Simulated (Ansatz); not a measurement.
Consider the following.

TiAl:
```cif
data_AlTi
_chemical_formula_sum 'Ti1 Al1'
_space_group_name_H-M_alt 'P 1'
_space_group_IT_number 1
_cell_length_a 2.79454
_cell_length_b 2.79454
_cell_length_c 4.03889
_cell_angle_alpha 90.000
_cell_angle_beta 90.000
_cell_angle_gamma 90.000
loop_
_space_group_symop_operation_xyz
  'x, y, z'
loop_
_atom_site_label
_atom_site_type_symbol
_atom_site_fract_x
_atom_site_fract_y
_atom_site_fract_z
_atom_site_occupancy
Ti1 Ti 0.50000 0.50000 0.50000 1
Al1 Al 0.00000 0.00000 0.00000 1
```

This is the PBEsol-relaxed structure.

All from DFT-PBEsol in the program Ansatz with PAW potentials, unless another level is named. Predict the density of states at the Fermi level.

0.89 states/eV per atom (mean over ±0.08 eV).

And the formation energy from the elements (no fitted shifts)?

-0.40 eV/atom.

Space group P4/mmm (L1₀ or tetragonal B2). Symmetry was held in the PBEsol relaxation. No spin polarisation was allowed. The references are the lowest solids computed at this level, not always the standard phases.

Potentials: the earlier of the program's two PAW sets. The files were generated under PBE; for other functionals the program regenerates the frozen cores, and for LDA and PBEsol the local potential too.
